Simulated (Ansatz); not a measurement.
Relaxed-ion elastic tensor of FeSi$_{2}$ in space group P4/mmm (No. 123; Fe on 1a, Si on 2h) in GPa (Voigt order), the program Ansatz at the PBEsol level (PAW); density 5.08 g/cm³, 12.19 Å³ per atom.

```
      1     2    3    4    5    6
-  ----  ----  ---  ---  ---  ---
1   362  84.2  103  0.0  0.0  0.0
2  84.2   362  103  0.0  0.0  0.0
3   103   103  485  0.0  0.0  0.0
4   0.0   0.0  0.0  116  0.0  0.0
5   0.0   0.0  0.0  0.0  116  0.0
6   0.0   0.0  0.0  0.0  0.0  128
```

### Question
Is the crystal mechanically stable?

### Answer
Yes: the smallest eigenvalue of C is 116 GPa.

### Question
Work out the Voigt, Reuss and Hill averages.

### Answer
K_V = 199, K_R = 195, K_H = 197; G_V = 133, G_R = 130, G_H = 132 GPa.

### Question
Give Young's modulus, Poisson's ratio, Pugh's ratio and the universal anisotropy index.

### Answer
E = 9KG/(3K + G) = 323 GPa; ν = 0.23; K/G = 1.49 (brittle by the Pugh limit of 1.75); A_U = 5G_V/G_R + K_V/K_R − 6 = 0.13.

### Question
Estimate the sound speeds and the Debye temperature.

### Answer
v_l = √((K + 4G/3)/ρ) = 8560 m/s, v_t = √(G/ρ) = 5090 m/s, mean 5640 m/s; Θ = (h/k)(3n/4πV)^(1/3) v_m = 729 K.

### Question
How much does each axis shrink under pressure?

### Answer
Linear compressibilities β_i = Σ_j S_ij (j = 1 to 3): x 2.0, y 2.0, z 1.2 per TPa.

The workflow started from a Materials Project entry (that database holds measured and hypothetical structures alike); the Crystallography Open Database files this formula in space group No. 123, but the cells were not matched. Whether it is the stable phase at ambient conditions was not checked. The cell was relaxed with PBEsol under the symmetry of its start; of distortions, only those at the zone centre were tested. The run is not spin-polarised. As this level gives no gap, shear constants depend on the k-mesh and smearing (Fermi–Dirac, 0.1 eV here).

Potentials: the later of the program's two PAW sets.
